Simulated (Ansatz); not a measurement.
Values for one crystal, relaxed and computed with plane-wave PAW r²SCAN (Ansatz code); other levels are named.

* **Volume per atom**: 14.23 Å³
* **Electronic character**: metallic (no gap)
* **Density of states at the Fermi level**: 0.25 states/eV per atom (mean over ±0.08 eV)
* **Gap with spin–orbit coupling**: none (metallic)
* **Bulk modulus (Birch–Murnaghan fit)**: 300 GPa
* **Pressure derivative B′**: 4.9
* **Formation energy from the elements (no fitted shifts)**: -0.47 eV/atom

**Question.** Which compound is it?
A) PIr2, fluorite or antifluorite type
B) FeO, rock salt
C) TaF3, ReO3 type
D) NbP, P6/mmm (Nb on 3f, P on 1a, P on 2d)

**Answer.** A, PIr2, fluorite or antifluorite type

Space group Fm-3m (fluorite or antifluorite type). The workflow started from an entry of the Crystallography Open Database (COD). Whether it is the stable phase at ambient conditions was not checked. The cell was relaxed with r²SCAN under the symmetry of its start; its stability against distortions is not shown here. No spin polarisation was allowed. The references are the lowest solids computed at this level, not always the standard phases. Spin–orbit coupling is left out wherever it is not named.

Potentials: the later of the program's two PAW sets.
